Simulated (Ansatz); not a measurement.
A relaxed cell of MgSe (Fm-3m (No. 225)), relaxed on a k-mesh at least as fine as the one used below. These are r2SCAN (plane waves to 500 eV, PAW, scalar-relativistic; Ansatz, an electronic-structure program) values and carry that method's errors. Γ-centred k-mesh 7×4×7 on the run's cell (coarser than for final values), Fermi–Dirac smearing 0.05 eV.

```yaml
crystal:
  lattice:
    - [0.00000, 2.73610, 2.73610]
    - [5.47219, 0.00000, 5.47219]
    - [2.73610, 2.73610, 0.00000]
  atoms:
    - { symbol: Mg, position: [0.50000, 0.25000, 0.50000] }
    - { symbol: Mg, position: [0.50000, 0.75000, 0.50000] }
    - { symbol: Se, position: [0.00000, 0.00000, 0.00000] }
    - { symbol: Se, position: [0.00000, 0.50000, 0.00000] }
```

The atoms are displaced by (Å):

```csv
atom,ux,uy,uz
Mg1,0.037,-0.129,0.014
Mg2,0.037,-0.044,-0.023
Se3,-0.014,-0.059,-0.075
Se4,0.071,0.108,0.043
```

Task: What forces (eV/Å) and pressure result?

Result: 
```csv
atom,Fx,Fy,Fz
Mg1,-0.15,0.87,-0.19
Mg2,0.10,-0.10,0.17
Se3,0.20,-0.02,0.23
Se4,-0.15,-0.75,-0.21
```

Pressure +0.8 GPa.

Task: Estimate the energy cost of the displacement in the harmonic approximation and compare with the calculation.

Result: For a harmonic well ΔE = −½ Σ F·u = 0.118 eV a cell, or 29 meV/atom. The calculated energy relative to the undisplaced cell is +0.026 eV/atom, so the harmonic estimate holds well.

No spin polarisation in the result.

The run that gave the undisplaced cell could not lose the symmetry of its start; a randomly shaken copy of 4 atoms returns to this structure.
